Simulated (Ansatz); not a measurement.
Ansatz (an electronic-structure program) input:

Ansatz 0.2 input:
```yaml
crystal:
  lattice:
    - [3.9563126707, 0.0, 0.0]
    - [-1.9781563353, 3.4262672781, 0.0]
    - [0.0, 0.0, 4.7431191413]
  atoms:
    - { symbol: Ca, position: [0.3333333333, 0.6666666667, 0.75] }
    - { symbol: Ca, position: [0.6666666667, 0.3333333333, 0.25] }
    - { symbol: O, position: [0.3333333333, 0.6666666667, 0.25] }
    - { symbol: O, position: [0.6666666667, 0.3333333333, 0.75] }
kpoints:
  mp_grid: { grid: [8, 8, 6] }
hamiltonian:
  xc: pbesol
  pseudopotentials: { kind: paw }
scf:
  occupations: { method: fixed }
elastic: { mode: relaxed_ion, stencil: two_point, amplitude: 0.005, f_tol: 0.0005 }
```

Output (shortened):

```
Pseudopotential: Ca, paw, valence charge 10
Pseudopotential: O, paw, valence charge 6
Functional definition: PBEsol
Crystal: 4 atoms, lattice volume = 64.295 Å³
Basis set: ecut = 420 eV, 1287 PW (Γ), exchange–correlation on 54×54×64 points (8 copies of the dense FFT grid, shifted against one another)
Bands: 20, of which v1, the nominal top of the filled ones, is band 16 counted from 1 (15 counted from 0)
Symmetry: 24 space group operations
Space group: P63/mmc (ITA 194), of the structure as read, at distance tolerance 4.0e-5 Å
k-points: 40 of 384
SCF 1 converged in 10 iterations: F = -4715.849959 eV  dr2 = 3.07e-14
Crystal: 4 atoms, lattice volume = 63.973 Å³
Basis set: ecut = 420 eV, 1271 PW (Γ), exchange–correlation on 54×54×64 points (8 copies of the dense FFT grid, shifted against one another)
Symmetry: 8 space group operations
k-points: 84 of 384
SCF 2 converged in 11 iterations: F = -4715.849274 eV  dr2 = 1.54e-14
relax step   1: F+E_penalty+E_count = -4715.84927383 eV  Δ(F+E_penalty+E_count) = +0.000e0 eV  max|allowed force component| = 3.358e-2 eV/Å  Δτ_max = 0.0000 Å  (11 SCF iters, accepted)
Crystal: 4 atoms, lattice volume = 63.973 Å³
SCF 3 converged in 9 iterations: F = -4715.849377 eV  dr2 = 2.78e-14
relax step   2: F+E_penalty+E_count = -4715.84937670 eV  Δ(F+E_penalty+E_count) = -1.029e-4 eV  max|allowed force component| = 1.672e-2 eV/Å  Δτ_max = 0.0036 Å  (9 SCF iters, accepted)
Crystal: 4 atoms, lattice volume = 63.973 Å³
SCF 4 converged in 9 iterations: F = -4715.849419 eV  dr2 = 9.13e-15
relax step   3: F+E_penalty+E_count = -4715.84941864 eV  Δ(F+E_penalty+E_count) = -4.194e-5 eV  max|allowed force component| = 3.608e-3 eV/Å  Δτ_max = 0.0022 Å  (9 SCF iters, accepted)
Crystal: 4 atoms, lattice volume = 63.973 Å³
SCF 5 converged in 8 iterations: F = -4715.849421 eV  dr2 = 2.13e-14
relax step   4: F+E_penalty+E_count = -4715.84942070 eV  Δ(F+E_penalty+E_count) = -2.059e-6 eV  max|allowed force component| = 1.041e-5 eV/Å  Δτ_max = 0.0006 Å  (8 SCF iters, accepted)
Crystal: 4 atoms, lattice volume = 63.973 Å³
SCF 6 converged in 10 iterations: F = -4715.849421 eV  dr2 = 5.18e-15
Crystal: 4 atoms, lattice volume = 64.616 Å³
SCF 7 converged in 11 iterations: F = -4715.849222 eV  dr2 = 8.58e-14
relax step   1: F+E_penalty+E_count = -4715.84922181 eV  Δ(F+E_penalty+E_count) = +0.000e0 eV  max|allowed force component| = 3.173e-2 eV/Å  Δτ_max = 0.0000 Å  (11 SCF iters, accepted)
Crystal: 4 atoms, lattice volume = 64.616 Å³
SCF 8 converged in 8 iterations: F = -4715.849357 eV  dr2 = 7.61e-14
relax step   2: F+E_penalty+E_count = -4715.84935745 eV  Δ(F+E_penalty+E_count) = -1.356e-4 eV  max|allowed force component| = 1.424e-3 eV/Å  Δτ_max = 0.0027 Å  (8 SCF iters, accepted)
Crystal: 4 atoms, lattice volume = 64.616 Å³
SCF 9 converged in 7 iterations: F = -4715.849358 eV  dr2 = 8.92e-14
relax step   3: F+E_penalty+E_count = -4715.84935780 eV  Δ(F+E_penalty+E_count) = -3.534e-7 eV  max|allowed force component| = 1.008e-5 eV/Å  Δτ_max = 0.0002 Å  (7 SCF iters, accepted)
Crystal: 4 atoms, lattice volume = 64.616 Å³
SCF 10 converged in 10 iterations: F = -4715.849358 eV  dr2 = 3.11e-15
Crystal: 4 atoms, lattice volume = 63.973 Å³
Basis set: ecut = 420 eV, 1263 PW (Γ), exchange–correlation on 54×54×64 points (8 copies of the dense FFT grid, shifted against one another)
SCF 11 converged in 9 iterations: F = -4715.848964 eV  dr2 = 8.88e-15
Crystal: 4 atoms, lattice volume = 64.616 Å³
SCF 12 converged in 8 iterations: F = -4715.849034 eV  dr2 = 9.78e-14
Crystal: 4 atoms, lattice volume = 64.294 Å³
Basis set: ecut = 420 eV, 1279 PW (Γ), exchange–correlation on 54×54×64 points (8 copies of the dense FFT grid, shifted against one another)
Symmetry: 4 space group operations
k-points: 114 of 384
SCF 13 converged in 10 iterations: F = -4715.849671 eV  dr2 = 2.74e-14
relax step   1: F+E_penalty+E_count = -4715.84967070 eV  Δ(F+E_penalty+E_count) = +0.000e0 eV  max|allowed force component| = 1.454e-4 eV/Å  Δτ_max = 0.0000 Å  (10 SCF iters, accepted)
Crystal: 4 atoms, lattice volume = 64.294 Å³
SCF 14 converged in 10 iterations: F = -4715.849671 eV  dr2 = 3.62e-15
Crystal: 4 atoms, lattice volume = 64.294 Å³
SCF 15 converged in 10 iterations: F = -4715.849671 eV  dr2 = 2.33e-14
relax step   1: F+E_penalty+E_count = -4715.84967070 eV  Δ(F+E_penalty+E_count) = +0.000e0 eV  max|allowed force component| = 1.454e-4 eV/Å  Δτ_max = 0.0000 Å  (10 SCF iters, accepted)
Crystal: 4 atoms, lattice volume = 64.294 Å³
SCF 16 converged in 10 iterations: F = -4715.849671 eV  dr2 = 3.52e-15
SCF converged after 10 iterations
Free energy (F): -4715.849959 eV
Harris-Foulkes:  -4715.849959 eV  (|F-HF|=0.00e0)
Internal energy: -4715.849959 eV  (E = F + TS)
E sigma→0 (E₀):  -4715.849959 eV
Fermi energy:    5.937742 eV
--- Per-component energies (eV) ---
  E_band       = -254.336932
  E_kinetic    = 910.831660
  E_local      = -2149.397673  (includes V_loc(G=0)·N_el)
  E_nonlocal   = 225.919764
  E_hartree    = 745.690511
  E_xc         = -420.823383
  E_vxc        = -532.254911  (∫ρ·V_xc dr)
  E_paw        = -1978.130092  (= ΣΔE_a)
  E_vpaw       = -200.821638  (= ΣTr[D̂ρ^β])
  E_aug_tail   = 0.004841  (compensation charges beyond the density's cutoff)
  E_ewald      = -2050.253751
  E_core_change = 0.308164  (= ΣΔE_core)
  E_smearing   =  0.000000  (= −TS)
  E_closure    =  0.000000  (closes the sum)
  Σ components = -4715.849959   (vs F -4715.849959, Δ=0.00e0)
--- Forces (eV/Å), atoms counted from 1 ---
  atom   1  Ca     0.00000000     0.00000000     0.00000000
  atom   2  Ca     0.00000000     0.00000000     0.00000000
  atom   3  O      0.00000000     0.00000000     0.00000000
  atom   4  O      0.00000000     0.00000000     0.00000000
  max |Σ_I F_I| component: 0.0 eV/Å
--- Stress (GPa, compression-positive) ---
       -0.008941       0.000000       0.000000
        0.000000      -0.008941       0.000000
        0.000000       0.000000      -0.001134
  P = ⅓ Tr σ = -0.0063 GPa (-0.063 kbar)
--- Band table (eV; the first three rows and the last of 40) ---
  k-point 0: bands = ["-31.3707", "-31.2196", "-12.8436", "-12.5659", "-12.5659", "-12.3458", "-12.3458", "-12.1998", "-9.4338", "-9.2539", "4.7039", "4.7039", "4.7323", "4.7323", "4.8465", "5.9377", "9.0739", "12.1016", "12.1016", "13.7532"]
  k-point 1: bands = ["-31.3604", "-31.2295", "-12.8614", "-12.5510", "-12.5510", "-12.3604", "-12.3604", "-12.3253", "-9.2835", "-9.1513", "4.6685", "4.6765", "4.6765", "4.6964", "4.6964", "5.4954", "9.3721", "12.3736", "12.3736", "13.1691"]
  k-point 2: bands = ["-31.3325", "-31.2569", "-12.8669", "-12.5770", "-12.5103", "-12.5103", "-12.4002", "-12.4002", "-9.0032", "-8.9489", "4.3500", "4.6217", "4.6217", "4.6279", "4.6279", "4.7362", "10.0267", "11.9946", "13.0675", "13.0675"]
  k-point 39: bands = ["-31.2769", "-31.2769", "-13.3546", "-13.3546", "-12.5600", "-12.5600", "-12.2381", "-12.2381", "-8.3027", "-8.3027", "3.8788", "3.8788", "4.9195", "4.9195", "5.0507", "5.0507", "10.7273", "10.7273", "13.5206", "13.5206"]
--- Elastic constants: 3 strain directions × 2 members + reference (group order 24) ---
  dense FFT box of the reference and of every strained cell: 27×27×32
  strains applied: 11, 33, 23; error gains …
  C = ∂σ_k/∂η_j (tension-positive GPa; Voigt order 11 22 33 23 13 12):
       122.949     95.548     49.884      0.000      0.000      0.000
        95.548    122.949     49.884      0.000      0.000      0.000
        49.902     49.902    203.468      0.000      0.000      0.000
         0.000      0.000      0.000     62.246      0.000      0.000
         0.000      0.000      0.000      0.000     62.246      0.000
         0.000      0.000      0.000      0.000      0.000     13.700
  reference stress σ⁰ (GPa):      0.009      0.009      0.001      0.000      0.000      0.000
  moduli (Voigt/Reuss/Hill, GPa): K = 93.34/92.70/93.02   G = 44.57/26.00/35.29   E = 93.98   ν = 0.332
  mechanically stable: yes (min eigenvalue of sym C = 13.70 GPa)
  strain η (Voigt 11):  stress-route row diagonal C_11 = 122.95 GPa, energy-path curvature d²(F+E_count+ΔE)/dδ²/Ω₀ = 122.93 GPa
         δ    σ_11 (GPa)             F (eV)   n_scf  n_hpsi   n_pw
    -5.000e-3      -0.6132       -4715.8494207      10   33546   1276   relax 4 steps, max|allowed force component| 1.04e-5 eV/Å
     5.000e-3       0.6162       -4715.8493578      10   33379   1287   relax 3 steps, max|allowed force component| 1.01e-5 eV/Å
  strain η (Voigt 33):  stress-route row diagonal C_33 = 203.47 GPa, energy-path curvature d²(F+E_count+ΔE)/dδ²/Ω₀ = 203.81 GPa
         δ    σ_33 (GPa)             F (eV)   n_scf  n_hpsi   n_pw
    -5.000e-3      -1.0488       -4715.8489641       9   15974   1276   relax 0 steps, max|allowed force component| 2.15e-16 eV/Å
     5.000e-3       0.9859       -4715.8490343       8   14882   1288   relax 0 steps, max|allowed force component| 1.73e-16 eV/Å
  strain η (Voigt 23):  stress-route row diagonal C_44 = 62.25 GPa, energy-path curvature d²(F+E_count+ΔE)/dδ²/Ω₀ = 62.27 GPa
         δ    σ_23 (GPa)             F (eV)   n_scf  n_hpsi   n_pw
    -5.000e-3      -0.3112       -4715.8496707      10   45394   1279   relax 1 steps, max|allowed force component| 1.45e-4 eV/Å
     5.000e-3       0.3112       -4715.8496707      10   45448   1279   relax 1 steps, max|allowed force component| 1.45e-4 eV/Å
```

Cost: roughly 90 core-seconds on shared cores.

Space group P6_3/mmc. The first step of the workflow began from a Materials Project structure, measured or hypothetical; the Crystallography Open Database copy checked does not list it. It is not the phase usual at ambient conditions (space group No. 225). The cell was relaxed with PBEsol under the symmetry of its start; its stability against distortions is not shown here.

Potentials: the later of the program's two PAW sets.

Ansatz is a plane-wave DFT program.
